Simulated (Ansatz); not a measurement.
Two inputs for MgMn2Si4O12

This input was run with Ansatz:

```yaml
crystal:
  lattice:
    - [5.4461983576, 0.0, 0.0]
    - [1.5161412472, 6.2834139955, 0.0]
    - [1.5133485386, 0.3882939284, 6.2758896364]
  atoms:
    - { symbol: Mg, position: [0.242774, 0.698671, 0.268635] }
    - { symbol: Mn, position: [0.242856, 0.073361, 0.894275], spin: 4.0 }
    - { symbol: Mn, position: [0.742748, 0.888175, 0.079451], spin: 4.0 }
    - { symbol: Si, position: [0.216543, 0.187709, 0.381258] }
    - { symbol: Si, position: [0.271136, 0.586428, 0.779948] }
    - { symbol: Si, position: [0.723346, 0.361548, 0.203699] }
    - { symbol: Si, position: [0.764251, 0.763914, 0.606079] }
    - { symbol: O, position: [0.422072, 0.350504, 0.337372] }
    - { symbol: O, position: [0.067313, 0.631947, 0.615456] }
    - { symbol: O, position: [0.550236, 0.615733, 0.629852] }
    - { symbol: O, position: [0.939321, 0.340229, 0.349504] }
    - { symbol: O, position: [0.205657, 0.066797, 0.612077] }
    - { symbol: O, position: [0.279833, 0.355492, 0.900533] }
    - { symbol: O, position: [0.83642, 0.852592, 0.357009] }
    - { symbol: O, position: [0.648693, 0.61059, 0.115347] }
    - { symbol: O, position: [0.824372, 0.171881, 0.038241] }
    - { symbol: O, position: [0.661801, 0.929712, 0.795687] }
    - { symbol: O, position: [0.317367, 0.006883, 0.199864] }
    - { symbol: O, position: [0.168256, 0.768251, 0.960716] }
magnetization:
  spin_polarized: true
kpoints:
  mp_grid: { grid: [4, 4, 4] }
scf:
  occupations: { method: tetrahedron }
hamiltonian:
  xc: pbe
  pseudopotentials: { kind: paw }
output:
  forces: true
  stress: true
  populations: true
  efg:
    quadrupole_moments_barn: { Mg: 0.1994, Mn: 0.33, O: -0.02558 }
    contact_densities: true
  write_density: true
  write_potential: true
  elf: true
  volumetric_format: npy
accuracy: medium
```

It converged. Of its output the block on the nuclei alone is shown, without the SCF iterations, energies, forces and stress (one atom of each set, the first 14 sets):

```
--- PAW observables at the nuclei: V_zz in 10²¹ V/m², potentials from the cell's mean, atoms counted from 1 ---
  atom   1  Mg V_zz =    +1.609423   η = 0.2184   by run symmetry: allowed   C_q = +7.7598 MHz
            electrostatic potential = -1101.449690 V   contact ρ = 7795.501909 e/Å³   contact ρ_s (e/Å³): all electrons +0.102385, valence +0.100700
  atom   2  Mn V_zz =    -5.860227   η = 0.2023   by run symmetry: allowed   C_q = -46.7609 MHz
            electrostatic potential = -3025.689039 V   contact ρ = 87789.295282 e/Å³   contact ρ_s (e/Å³): all electrons -2.973374, valence +4.972342
  atom   3  Mn V_zz =    -3.234711   η = 0.0310   by run symmetry: allowed   C_q = -25.8109 MHz
            electrostatic potential = -3025.558463 V   contact ρ = 87790.128027 e/Å³   contact ρ_s (e/Å³): all electrons -2.690209, valence +5.268574
  atom   4  Si V_zz =    -2.476129   η = 0.3774   by run symmetry: allowed
            electrostatic potential = -1357.317082 V   contact ρ = 12802.306522 e/Å³   contact ρ_s (e/Å³): all electrons +0.270149, valence +0.271985
  atom   5  Si V_zz =    -2.446178   η = 0.4160   by run symmetry: allowed
            electrostatic potential = -1357.303855 V   contact ρ = 12802.302666 e/Å³   contact ρ_s (e/Å³): all electrons +0.270646, valence +0.272495
  atom   6  Si V_zz =    -3.394774   η = 0.9957   by run symmetry: allowed
            electrostatic potential = -1357.153774 V   contact ρ = 12802.322714 e/Å³   contact ρ_s (e/Å³): all electrons +0.248551, valence +0.250150
  atom   7  Si V_zz =    -3.397956   η = 0.9933   by run symmetry: allowed
            electrostatic potential = -1357.133606 V   contact ρ = 12802.327333 e/Å³   contact ρ_s (e/Å³): all electrons +0.251026, valence +0.252632
  atom   8  O  V_zz =    +8.591586   η = 0.5332   by run symmetry: allowed   C_q = -5.3141 MHz
            electrostatic potential = -621.132867 V   contact ρ = 2154.198145 e/Å³   contact ρ_s (e/Å³): all electrons +0.071684, valence +0.077605
  atom   9  O  V_zz =    +8.573170   η = 0.5609   by run symmetry: allowed   C_q = -5.3027 MHz
            electrostatic potential = -621.116501 V   contact ρ = 2154.203775 e/Å³   contact ρ_s (e/Å³): all electrons +0.072674, valence +0.078732
  atom  10  O  V_zz =    +9.615468   η = 0.1046   by run symmetry: allowed   C_q = -5.9474 MHz
            electrostatic potential = -621.459876 V   contact ρ = 2154.162605 e/Å³   contact ρ_s (e/Å³): all electrons +0.074080, valence +0.082751
  atom  11  O  V_zz =    +9.579465   η = 0.1307   by run symmetry: allowed   C_q = -5.9251 MHz
            electrostatic potential = -621.454180 V   contact ρ = 2154.162432 e/Å³   contact ρ_s (e/Å³): all electrons +0.072944, valence +0.081517
  atom  12  O  V_zz =    +8.211347   η = 0.2917   by run symmetry: allowed   C_q = -5.0789 MHz
            electrostatic potential = -622.129576 V   contact ρ = 2155.700952 e/Å³   contact ρ_s (e/Å³): all electrons +0.204866, valence +0.257437
  atom  13  O  V_zz =    +8.237543   η = 0.2909   by run symmetry: allowed   C_q = -5.0951 MHz
            electrostatic potential = -622.122906 V   contact ρ = 2155.680554 e/Å³   contact ρ_s (e/Å³): all electrons +0.198365, valence +0.251700
  atom  14  O  V_zz =    +7.585791   η = 0.4929   by run symmetry: allowed   C_q = -4.6920 MHz
            electrostatic potential = -621.771628 V   contact ρ = 2155.319841 e/Å³   contact ρ_s (e/Å³): all electrons +0.051993, valence +0.078542
```

(1) Can these gradients be trusted, and how do they compare with a run on standard settings?

## Answers

(1) As results of these settings, within the limits told below. Against the standard input the change is `scf.occupations.method`: fermi_dirac → cold; `scf.occupations.width`: 0.02 → 0.05; `scf.occupations.width`: 0.05 → not typed; `scf.occupations.method`: cold → tetrahedron; `accuracy`: not typed → medium. A site carries the number of its first atom; V_zz in 10²¹ V/m².

| site | atom | V_zz standard | η standard | V_zz here | η here |
| --- | --- | --- | --- | --- | --- |
| Mg | 1 | 1.61 | 0.22 | 1.61 | 0.22 |
| Mn2 | 2 | -6.04 | 0.18 | -5.86 | 0.20 |
| Mn3 | 3 | -3.71 | 0.02 | -3.23 | 0.03 |
| Si4 | 4 | -2.47 | 0.39 | -2.48 | 0.38 |
| Si7 | 7 | -3.39 | 0.99 | -3.40 | 0.99 |
| O12 | 12 | 8.24 | 0.29 | 8.21 | 0.29 |
| O14 | 14 | 7.63 | 0.48 | 7.59 | 0.49 |
| O15 | 15 | 7.58 | 0.49 | 7.54 | 0.51 |
| O16 | 16 | -7.15 | 0.96 | -7.17 | 0.96 |
| O17 | 17 | -7.22 | 0.95 | -7.24 | 0.94 |
| O18 | 18 | 5.06 | 0.69 | 5.03 | 0.73 |
| O19 | 19 | 5.07 | 0.72 | 5.03 | 0.76 |

The largest change of V_zz is on Mn3, from -3.71 to -3.23. In per cent, |V_zz| changes by 0 on Mg, -13 to -3 on Mn, 0 on Si, -1 to 0 on O (all sites that start above 0.5). The table leaves out 7 of the 19 sites, with |V_zz| up to 9.62; their tensors move by 0.06 at most along any direction. The statements above cover all sites. SCF iterations: 23 and 15. New warnings: band table not solved further, tetrahedron derivatives may miss energy slope.

On the reference run: The largest force is 0.6 eV/Å, so the atoms aren't at the calculated equilibrium and relaxing them would move these values. The moments were started parallel, and the run ended with some of them reversed. The program didn't check the stability of this electronic state in full, so a lower one may lie near. With a gap of 0.3 eV on this mesh, the gradients can still move by some per cent as the k-mesh gets denser. The magnetic order is the one that the run reached from its start moments, not necessarily the measured one.
